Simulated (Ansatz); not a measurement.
An Ansatz (a quantum-chemistry and plane-wave program) run. Input:

Ansatz 0.2 input:
```yaml
crystal:
  lattice:
    - [4.3031992685, 0.0, 0.0]
    - [-2.1515996343, 3.7266798841, 0.0]
    - [0.0, 0.0, 40.0]
  periodic: [true, true, false]
  atoms:
    - { symbol: Se, position: [0.0, 0.0, 0.5] }
    - { symbol: Bi, position: [0.3333333333, 0.6666666667, 0.5485962553] }
    - { symbol: Se, position: [0.3333333333, 0.6666666667, 0.4126046594] }
    - { symbol: Bi, position: [0.6666666667, 0.3333333333, 0.4514037447] }
    - { symbol: Se, position: [0.6666666667, 0.3333333333, 0.5873953406] }
kpoints:
  mp_grid: { grid: [12, 12, 1] }
hamiltonian:
  xc: r2scan
  dispersion: d4
  pseudopotentials: { kind: paw }
scf:
  occupations: { method: gaussian, width: 0.005 }
relax:
  f_tol: 0.005
  max_steps: 150
output:
  eigenvalues: true
  stress: true
  write_potential: true
  volumetric_format: []
```

Output (shortened):

```
WARN output.stress: scf.convergence.dr2_threshold = 2.5e-8 eV (the default of a walk held to its f_tol) is looser than the 5e-10 eV advised for a printed …
Pseudopotential: Se, paw, valence charge 16
Pseudopotential: Bi, paw, valence charge 15
Functional definition: r2SCAN
Crystal: 5 atoms, lattice volume = 641.466 Å³
Basis set: ecut = 500 eV, 16231 PW (Γ), exchange–correlation on 128×128×1200 points (64 copies of the dense FFT grid, shifted against one another)
Bands: 47, of which v1, the nominal top of the filled ones, is band 39 counted from 1 (38 counted from 0)
Symmetry: 12 space group operations
Space group: P-3m1 (ITA 164), of the structure as read, at distance tolerance 8.6e-5 Å
k-points: 19 of 144
SCF iter   1: F=—  HF=-41258.949049 eV  |F-HF|=—  |Δ(HF+E_count)|=         —  Δρ=2.20e-3  dr2=6.37e-2  dr2_τ=1.20e-2  ethr=1.77e-3  ⟨swp⟩=16.2  Hψ=5153  notcnv=0
preconditioner: auto → Resta (q_TF=auto, 1.920 Å⁻¹)
SCF iter   2: F=—  HF=-41258.950676 eV  |F-HF|=—  |Δ(HF+E_count)|=   1.63e-3  Δρ=1.26e-3  dr2=4.61e-2  dr2_τ=1.28e-3  ethr=8.16e-5  ⟨swp⟩=5.1  Hψ=2485  notcnv=0  defer=31
SCF iter   3: F=—  HF=-41258.948560 eV  |F-HF|=—  |Δ(HF+E_count)|=   2.12e-3  Δρ=8.69e-4  dr2=2.23e-2  dr2_τ=2.52e-4  ethr=5.90e-5  ⟨swp⟩=3.6  Hψ=1297  notcnv=0  defer=31
SCF iter   4: F=—  HF=-41258.946965 eV  |F-HF|=—  |Δ(HF+E_count)|=   1.60e-3  Δρ=4.25e-4  dr2=3.13e-3  dr2_τ=2.06e-5  ethr=2.86e-5  ⟨swp⟩=2.9  Hψ=1155  notcnv=0  defer=31
SCF iter   5: F=—  HF=-41258.946987 eV  |F-HF|=—  |Δ(HF+E_count)|=   2.28e-5  Δρ=1.23e-4  dr2=2.06e-4  dr2_τ=1.80e-6  ethr=4.01e-6  ⟨swp⟩=3.2  Hψ=1353  notcnv=0  defer=31
SCF iter   6: F=—  HF=-41258.947011 eV  |F-HF|=—  |Δ(HF+E_count)|=   2.37e-5  Δρ=1.97e-5  dr2=3.21e-6  dr2_τ=6.96e-8  ethr=2.64e-7  ⟨swp⟩=2.4  Hψ=1323  notcnv=0  defer=31
SCF iter   7: F=-41258.947015 eV  HF=-41258.947014 eV  |F-HF|=4.25e-7  |Δ(HF+E_count)|=   3.11e-6  Δρ=4.95e-6  dr2=1.64e-7  dr2_τ=6.80e-9  ethr=8.01e-10  ⟨swp⟩=29.3  Hψ=11229  notcnv=0
SCF 1 converged in 7 iterations: F = -41258.947015 eV  dr2 = 1.64e-7
relax step   1: F+E_penalty+E_count = -41258.94701455 eV  Δ(F+E_penalty+E_count) = +0.000e0 eV  max|allowed force component| = 5.254e-1 eV/Å  Δτ_max = 0.0000 Å  (7 SCF iters, dr2 threshold 6.25e-7 eV, accepted)
Crystal: 5 atoms, lattice volume = 641.466 Å³
iter 1 solved again at ethr=9.97e-5 eV; its pass at ethr=3.10e-3 eV (dr2=7.78e-2 eV) is discarded
SCF iter   1: F=—  HF=-41258.606028 eV  |F-HF|=—  |Δ(HF+E_count)|=         —  Δρ=2.79e-3  dr2=7.90e-2  dr2_τ=3.55e-1  ethr=9.97e-5  ⟨swp⟩=2.4  Hψ=3568  notcnv=0  defer=30
preconditioner: auto → Resta (q_TF=auto, 1.920 Å⁻¹)
SCF iter   2: F=—  HF=-41259.009503 eV  |F-HF|=—  |Δ(HF+E_count)|=   4.03e-1  Δρ=1.72e-3  dr2=1.20e-1  dr2_τ=7.26e-4  ethr=9.97e-5  ⟨swp⟩=4.0  Hψ=1873  notcnv=0  defer=30
SCF iter   3: F=—  HF=-41258.994405 eV  |F-HF|=—  |Δ(HF+E_count)|=   1.51e-2  Δρ=1.17e-3  dr2=9.11e-3  dr2_τ=3.03e-4  ethr=9.97e-5  ⟨swp⟩=3.8  Hψ=1298  notcnv=0  defer=30
SCF iter   4: F=—  HF=-41258.995205 eV  |F-HF|=—  |Δ(HF+E_count)|=   8.00e-4  Δρ=5.14e-4  dr2=1.41e-3  dr2_τ=6.78e-5  ethr=1.17e-5  ⟨swp⟩=3.6  Hψ=1686  notcnv=0  defer=30
SCF iter   5: F=—  HF=-41258.995759 eV  |F-HF|=—  |Δ(HF+E_count)|=   5.54e-4  Δρ=1.51e-4  dr2=2.86e-4  dr2_τ=3.66e-6  ethr=1.81e-6  ⟨swp⟩=3.6  Hψ=1755  notcnv=0  defer=30
SCF iter   6: F=-41258.995815 eV  HF=-41258.995807 eV  |F-HF|=8.64e-6  |Δ(HF+E_count)|=   4.82e-5  Δρ=4.30e-5  dr2=8.15e-6  dr2_τ=2.41e-7  ethr=2.21e-8  ⟨swp⟩=29.8  Hψ=11899  notcnv=0
SCF 2 converged in 6 iterations: F = -41258.995815 eV  dr2 = 8.15e-6
  Residual-converged pass: ⟨swp⟩=1.2  Hψ=976  notcnv=0  max |occ|·‖R‖ = 7.0e-9 eV (tolerance 1.0e-8 eV)  dr2=8.15e-6  dr2_τ=2.41e-7  dr2_onsite=6.72e-7  max |Δocc| = 0.0e0
relax step   2: F+E_penalty+E_count = -41258.99581538 eV  Δ(F+E_penalty+E_count) = -4.880e-2 eV  max|allowed force component| = 3.090e-1 eV/Å  Δτ_max = 0.1969 Å  (6 SCF iters, dr2 threshold 1.73e-5 eV, accepted)
Crystal: 5 atoms, lattice volume = 641.466 Å³
SCF iter   1: F=—  HF=-41259.038788 eV  |F-HF|=—  |Δ(HF+E_count)|=         —  Δρ=6.67e-4  dr2=9.51e-3  dr2_τ=1.40e-2  ethr=6.58e-5  ⟨swp⟩=6.1  Hψ=2080  notcnv=0  defer=30
preconditioner: auto → Resta (q_TF=auto, 1.920 Å⁻¹)
SCF iter   2: F=—  HF=-41259.014170 eV  |F-HF|=—  |Δ(HF+E_count)|=   2.46e-2  Δρ=6.94e-4  dr2=1.47e-2  dr2_τ=1.85e-4  ethr=1.22e-5  ⟨swp⟩=4.6  Hψ=1852  notcnv=0  defer=30
SCF iter   3: F=—  HF=-41259.012481 eV  |F-HF|=—  |Δ(HF+E_count)|=   1.69e-3  Δρ=2.96e-4  dr2=9.24e-4  dr2_τ=1.20e-5  ethr=1.22e-5  ⟨swp⟩=3.8  Hψ=1339  notcnv=0  defer=30
SCF iter   4: F=—  HF=-41259.012469 eV  |F-HF|=—  |Δ(HF+E_count)|=   1.25e-5  Δρ=6.31e-5  dr2=3.91e-5  dr2_τ=7.07e-7  ethr=1.18e-6  ⟨swp⟩=3.4  Hψ=1530  notcnv=0  defer=30
SCF iter   5: F=-41259.012500 eV  HF=-41259.012495 eV  |F-HF|=5.26e-6  |Δ(HF+E_count)|=   2.59e-5  Δρ=2.97e-5  dr2=4.05e-6  dr2_τ=1.62e-7  ethr=7.65e-9  ⟨swp⟩=27.0  Hψ=11220  notcnv=0
SCF 3 converged in 5 iterations: F = -41259.012500 eV  dr2 = 4.05e-6
relax step   3: F+E_penalty+E_count = -41259.01249983 eV  Δ(F+E_penalty+E_count) = -1.668e-2 eV  max|allowed force component| = 1.621e-2 eV/Å  Δτ_max = 0.0520 Å  (5 SCF iters, dr2 threshold 5.97e-6 eV, accepted)
Crystal: 5 atoms, lattice volume = 641.466 Å³
SCF iter   1: F=—  HF=-41259.012006 eV  |F-HF|=—  |Δ(HF+E_count)|=         —  Δρ=8.10e-5  dr2=3.38e-5  dr2_τ=5.46e-4  ethr=1.54e-6  ⟨swp⟩=4.2  Hψ=1772  notcnv=0  defer=30
preconditioner: auto → Resta (q_TF=auto, 1.920 Å⁻¹)
SCF iter   2: F=—  HF=-41259.012573 eV  |F-HF|=—  |Δ(HF+E_count)|=   5.67e-4  Δρ=3.99e-5  dr2=1.46e-5  dr2_τ=2.29e-7  ethr=4.33e-8  ⟨swp⟩=3.5  Hψ=2005  notcnv=0  defer=30
SCF iter   3: F=—  HF=-41259.012579 eV  |F-HF|=—  |Δ(HF+E_count)|=   5.50e-6  Δρ=2.07e-5  dr2=2.04e-6  dr2_τ=1.06e-7  ethr=1.87e-8  ⟨swp⟩=2.3  Hψ=1391  notcnv=0  defer=30
SCF iter   4: F=—  HF=-41259.012580 eV  |F-HF|=—  |Δ(HF+E_count)|=   1.64e-6  Δρ=7.61e-6  dr2=2.20e-6  dr2_τ=3.26e-8  ethr=2.61e-9  ⟨swp⟩=3.1  Hψ=1316  notcnv=0  defer=30
SCF iter   5: F=—  HF=-41259.012580 eV  |F-HF|=—  |Δ(HF+E_count)|=   1.42e-7  Δρ=5.04e-6  dr2=7.11e-7  dr2_τ=5.96e-9  ethr=2.61e-9  ⟨swp⟩=2.3  Hψ=1081  notcnv=0  defer=30
SCF iter   6: F=—  HF=-41259.012580 eV  |F-HF|=—  |Δ(HF+E_count)|=   4.34e-8  Δρ=2.38e-6  dr2=1.01e-7  dr2_τ=5.80e-10  ethr=9.12e-10  ⟨swp⟩=1.9  Hψ=1047  notcnv=0  defer=30
SCF iter   7: F=-41259.012580 eV  HF=-41259.012580 eV  |F-HF|=1.31e-9  |Δ(HF+E_count)|=   5.73e-9  Δρ=7.44e-7  dr2=4.46e-9  dr2_τ=7.19e-11  ethr=3.21e-11  ⟨swp⟩=20.5  Hψ=8015  notcnv=0
SCF 4 converged in 7 iterations: F = -41259.012580 eV  dr2 = 4.46e-9
relax step   4: F+E_penalty+E_count = -41259.01258028 eV  Δ(F+E_penalty+E_count) = -8.045e-5 eV  max|allowed force component| = 4.852e-4 eV/Å  Δτ_max = 0.0052 Å  (7 SCF iters, accepted)
Crystal: 5 atoms, lattice volume = 641.466 Å³
iter 1 solved again at ethr=5.72e-12 eV; its pass at ethr=3.10e-3 eV (dr2=4.46e-9 eV) is discarded
SCF iter   1: F=—  HF=-41259.012580 eV  |F-HF|=—  |Δ(HF+E_count)|=         —  Δρ=7.44e-7  dr2=4.46e-9  dr2_τ=7.19e-11  ethr=5.72e-12  ⟨swp⟩=1.9  Hψ=2515  notcnv=0
preconditioner: auto → Resta (q_TF=auto, 1.920 Å⁻¹)
SCF iter   2: F=-41259.012580 eV  HF=-41259.012580 eV  |F-HF|=3.84e-9  |Δ(HF+E_count)|=  9.82e-10  Δρ=4.69e-7  dr2=4.92e-9  dr2_τ=7.43e-11  ethr=5.72e-12  ⟨swp⟩=12.7  Hψ=6619  notcnv=0
SCF 5 converged in 2 iterations: F = -41259.012580 eV  dr2 = 4.92e-9
WARN: The output density's exchange-correlation potential varies sharply where the density is thin …
the relaxation is at rest under the 12 symmetry operations that the run kept from its start: a minimum is not shown …
SCF converged after 2 iterations
Free energy (F): -41259.012580 eV
Harris-Foulkes:  -41259.012580 eV  (|F-HF|=3.84e-9)
Internal energy: -41259.012580 eV  (E = F + TS)
E sigma→0 (E₀):  -41259.012580 eV
Fermi energy:    -5.949422 eV
--- Per-component energies (eV) ---
  E_band       = -2531.031338
  E_kinetic    = 952.222408
  E_local      = -255718.000576  (includes V_loc(G=0)·N_el)
  E_nonlocal   = -659.220407
  E_hartree    = 126728.220153
  E_xc         = -576.083677
  E_vxc        = -629.469299  (∫ρ·V_xc dr)
  E_paw        = -27151.478813  (= ΣΔE_a)
  E_vpaw       = 29.458496  (= ΣTr[D̂ρ^β])
  E_aug_tail   = -0.001170  (compensation charges beyond the density's cutoff)
  E_vtau       = 37.522973  (kinetic-family band-sum trace: ∫τ·v_τ [+ j·A + Jᵃ·Aᵃ] dr)
  E_ewald      = 115169.407367
  E_disp       = -0.534648  (pairwise vdW)
  E_core_change = -3.543216  (= ΣΔE_core)
  E_smearing   =  0.000000  (= −TS)
  E_closure    =  0.000000  (closes the sum)
  Σ components = -41259.012580   (vs F -41259.012580, Δ=0.00e0)
  [band-id]    e_kinetic+e_local+e_nonlocal+2·e_hartree+e_vxc+e_vpaw+e_augmentation_tail+e_vtau = -2531.047268   (vs E_band -2531.031338, Δ=-1.59e-2)
--- Forces (eV/Å), atoms counted from 1 ---
  atom   1  Se     0.00000000     0.00000000     0.00000000
  atom   2  Bi     0.00000000     0.00000000    -0.00059055
  atom   3  Se     0.00000000     0.00000000     0.00017520
  atom   4  Bi     0.00000000     0.00000000     0.00059055
  atom   5  Se     0.00000000     0.00000000    -0.00017520
  max |Σ_I F_I| component: 2.08e-17 eV/Å
--- 2D stress c σ (N/m, compression-positive) ---
       -3.143098       0.000000       0.000000
        0.000000      -3.143098       0.000000
        0.000000       0.000000       0.000000
  P = ½ c Tr σ = -3.1431 N/m
--- Band table (eV; the first three rows and the last of 19) ---
  k-point 0: bands = ["-53.7485", "-53.7485", "-53.7485", "-53.7485", "-53.7128", "-53.7128", "-53.7128", "-53.7128", "-53.6991", "-53.6991", "-53.6955", "-53.6936", "-53.6936", "-53.6793", "-53.6793", "-29.7120", "-29.7102", "-29.7063", "-29.7063", …
  k-point 1: bands = ["-53.7485", "-53.7485", "-53.7485", "-53.7485", "-53.7128", "-53.7128", "-53.7128", "-53.7128", "-53.6991", "-53.6991", "-53.6955", "-53.6936", "-53.6936", "-53.6793", "-53.6793", "-29.7116", "-29.7097", "-29.7071", "-29.7056", …
  k-point 2: bands = ["-53.7485", "-53.7485", "-53.7485", "-53.7485", "-53.7128", "-53.7128", "-53.7128", "-53.7128", "-53.6991", "-53.6991", "-53.6955", "-53.6936", "-53.6936", "-53.6793", "-53.6793", "-29.7125", "-29.7104", "-29.7074", "-29.7062", …
  k-point 18: bands = ["-53.7485", "-53.7485", "-53.7485", "-53.7485", "-53.7128", "-53.7128", "-53.7128", "-53.7128", "-53.6990", "-53.6990", "-53.6955", "-53.6936", "-53.6936", "-53.6793", "-53.6793", "-29.7170", "-29.7170", "-29.7156", "-29.7052", …
--- Relaxed structure (4 steps of the walk, 4 accepted, 0 SCFs on fresh bases) ---
  F+E_penalty+E_count = -41259.01258028 eV   max|allowed force component| = 4.852e-4 eV/Å
  cell:  # Å, volume = 641.4658 Å³
    - [4.303199268518699, 2.8867444013016844e-11, 0.0]
    - [-2.1515996342843495, 3.726679884069373, 0.0]
    - [0.0, 0.0, 40.0]
  atoms:
    - { symbol: Se, position: [0.0, 0.0, 0.5] }
    - { symbol: Bi, position: [0.3333333333333333, 0.6666666666666666, 0.5469950458172289] }
    - { symbol: Se, position: [0.3333333333333333, 0.6666666666666666, 0.41635762279286] }
    - { symbol: Bi, position: [0.6666666666666666, 0.3333333333333333, 0.4530049541827711] }
    - { symbol: Se, position: [0.6666666666666666, 0.3333333333333333, 0.5836423772071401] }
```

Cost: around 6 core-minutes (rough) on shared cores.

This run is a variant of the relaxed cell: strain +4 % along x, +4 % along y, atoms relaxed.

A layer that has been made, often on a substrate. The strained cell keeps its size and symmetry.

Potentials: the later of the program's two PAW sets.

Ansatz is a plane-wave DFT program.
